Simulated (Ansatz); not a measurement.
Relaxed-ion elastic tensor of ZrN (rock salt, Fm-3m) in GPa (Voigt order), plane-wave PAW LDA (Ansatz code); density 7.54 g/cm³, 11.58 Å³ per atom.

```
618  116  116  0.0  0.0  0.0
116  618  116  0.0  0.0  0.0
116  116  618  0.0  0.0  0.0
0.0  0.0  0.0  128  0.0  0.0
0.0  0.0  0.0  0.0  128  0.0
0.0  0.0  0.0  0.0  0.0  128
```

Problem. Is the crystal mechanically stable?

Solution. Yes: the smallest eigenvalue of C is 128 GPa.

Problem. Work out the Voigt, Reuss and Hill averages.

Solution. K_V = 283, K_R = 283, K_H = 283; G_V = 177, G_R = 159, G_H = 168 GPa.

Problem. Give Young's modulus, Poisson's ratio, Pugh's ratio and the universal anisotropy index.

Solution. E = 9KG/(3K + G) = 422 GPa; ν = 0.25; K/G = 1.68 (near the Pugh limit of 1.75, no verdict); A_U = 5G_V/G_R + K_V/K_R − 6 = 0.56.

Problem. Estimate the sound speeds and the Debye temperature.

Solution. v_l = √((K + 4G/3)/ρ) = 8200 m/s, v_t = √(G/ρ) = 4730 m/s, mean 5250 m/s; Θ = (h/k)(3n/4πV)^(1/3) v_m = 690 K.

Problem. Give the Zener ratio and Young's modulus along [100], [110] and [111].

Solution. A = 2C44/(C11 − C12) = 0.51; 1/E = S11 − 2(S11 − S12 − S44/2)Γ with Γ = 0, 1/4, 1/3 gives 581, 374, 334 GPa.

Problem. Solve the Christoffel equation for the three sound speeds along [100], [110], [111].

Solution. Eigenvalues of C_ijkl n_j n_l equal ρv². In km/s, slowest first: [100] 4.12, 4.12, 9.05; [110] 4.12, 5.77, 8.10; [111] 5.28, 5.28, 7.76.

The LDA relaxation kept the symmetry of its start. No spin polarisation was allowed. With an odd number of electrons in the cell and no spin polarisation, the count alone makes it a metal. As this level gives no gap, shear constants depend on the k-mesh and smearing (Fermi–Dirac, 0.1 eV here).

Potentials: the earlier of the program's two PAW sets. The files were generated under PBE; for other functionals the program regenerates the frozen cores, and for LDA and PBEsol the local potential too.
